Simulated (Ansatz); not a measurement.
Cu$_{3}$Si:
```cif
data_Cu6Si2
_chemical_formula_sum 'Si2 Cu6'
_space_group_name_H-M_alt 'I4/mmm'
_space_group_IT_number 139
_space_group_name_Hall '-I 4 2'
_cell_length_a 3.54453
_cell_length_b 3.54453
_cell_length_c 7.09021
_cell_angle_alpha 90.000
_cell_angle_beta 90.000
_cell_angle_gamma 90.000
loop_
_atom_site_label
_atom_site_type_symbol
_atom_site_symmetry_multiplicity
_atom_site_Wyckoff_symbol
_atom_site_fract_x
_atom_site_fract_y
_atom_site_fract_z
_atom_site_occupancy
Si1 Si 2 a 0.00000 0.00000 0.00000 1
Cu1 Cu 4 d 0.00000 0.50000 0.25000 1
Cu2 Cu 2 b 0.00000 0.00000 0.50000 1
```
(The calculation used a cell of 4 atoms; values per cell refer to that cell.)

Relaxed at zero pressure with LDA in the plane-wave PAW code Ansatz.

Question: The volume is raised by 3 % and shape and atoms relax at that volume. What pressure results, and how do the axes share the change?

Answer: -5.0 GPa; a 1.1 %, b 1.1 %, c 0.9 %; the energy rises by 5 meV/atom.

Question: Give the new structure.

Answer: 
Space group I4/mmm (No. 139); a = b = 3.582 Å, c = 7.152 Å, α = β = γ = 90.00°

```tsv
atom	site	symmetry	x	y	z
Si	2a	4/mmm	0.0000	0.0000	0.0000
Cu	4d	-4m2	0.0000	0.5000	0.2500
Cu	2b	4/mmm	0.0000	0.0000	0.5000
```

The phase is kept; no other phase was compared at this pressure.

The workflow started from a Materials Project entry (that database holds measured and hypothetical structures alike); the Crystallography Open Database copy checked does not list it. Whether it is the stable phase at ambient conditions was not checked. The cell was relaxed with LDA under the symmetry of its start; its stability against distortions is not shown here. The run is not spin-polarised.

Potentials: the later of the program's two PAW sets.
